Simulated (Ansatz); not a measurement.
# Data sheet: BP (DFT)

BP:
```yaml
crystal:
  lattice:
    - [3.19078, 0.00000, 0.00000]
    - [-1.59539, 2.76329, 0.00000]
    - [0.00000, 0.00000, 5.29543]
  atoms:
    - { symbol: B, position: [0.66667, 0.33333, 0.50043] }
    - { symbol: B, position: [0.33333, 0.66667, 0.00043] }
    - { symbol: P, position: [0.66667, 0.33333, 0.87457] }
    - { symbol: P, position: [0.33333, 0.66667, 0.37457] }
```

Space group P6_3mc (No. 186), wurtzite; conventional cell a = 3.191 Å, b = 3.191 Å, c = 5.295 Å, α = 90.00°, β = 90.00°, γ = 120.00°.

Method: r²SCAN (plane waves, PAW; program Ansatz). Structure relaxed to zero pressure with the same functional. Other levels are named where they apply.

### Cell and energy

Volume per atom: 11.67 Å³
Density: 2.97 g/cm³
Formation energy from the elements (no fitted shifts): -0.47 eV/atom

### Electronic structure

- Band gap = 1.19 eV (indirect)
- Valence-band maximum = at Γ
- Conduction-band minimum = at K (2 equivalent valleys)
- Smallest direct gap on the standard path = 2.90 eV
- Electron effective mass = 0.24, 0.42, 0.42 mₑ (principal values)
- Hole effective mass, band 1 of 2 at the edge = 0.54 along x, 0.54 along z (mₑ)
- Hole effective mass, band 2 of 2 at the edge = 0.19 along x, 0.54 along z (mₑ)
- HSE06 gap on the r²SCAN cell = 1.70 eV

### Mechanics

- Bulk modulus (Birch–Murnaghan fit): 169 GPa
- Pressure derivative B′: 3.8
- Elastic constants (relaxed ions, GPa): C11 = 427, C12 = 57.0, C13 = 20.2, C33 = 478, C44 = 144
- Mechanical stability: stable (all eigenvalues of C positive)
- Hill bulk and shear moduli: 170 and 174 GPa
- Young's modulus: 390 GPa
- Poisson's ratio: 0.12
- Debye temperature from the elastic constants: 1100 K
- Piezoelectric stress constants (proper, relaxed ions, C/m²): e15 = e24 = 0.10, e31 = e32 = 0.14, e33 = -0.33

### Dielectric response

- Electronic dielectric constant ε∞ (DFPT) = 8.50 (xx = yy), 9.13 (zz)
- Static dielectric constant ε0 (ions relaxed, cell fixed) = 8.60 (xx = yy), 9.22 (zz)
- Born charges (a third of the trace) = B -0.48, P +0.48 e
- Largest static χ(2) component = 10 pm/V

### Phonons

Highest zone-centre frequency (without LO–TO term): 815 cm⁻¹
Zone-centre stability: no imaginary mode at Γ
Dynamical stability on the path: stable (no imaginary branch)
Zero-point energy: 102.3 meV/atom
Vibrational entropy at 300 K: 9.7 J/(K·mol of atoms)

### Charges

- Bader charges: B +0.67, P -0.67 e

The first step of the workflow began from a Materials Project structure, measured or hypothetical; the Crystallography Open Database copy checked does not list it. It is not the phase usual at ambient conditions (space group No. 216). Symmetry was held in the r²SCAN relaxation. Signs of piezoelectric constants follow the polarity of the cell as given. The references are the lowest solids computed at this level, not always the standard phases.

Potentials: the earlier of the program's two PAW sets.
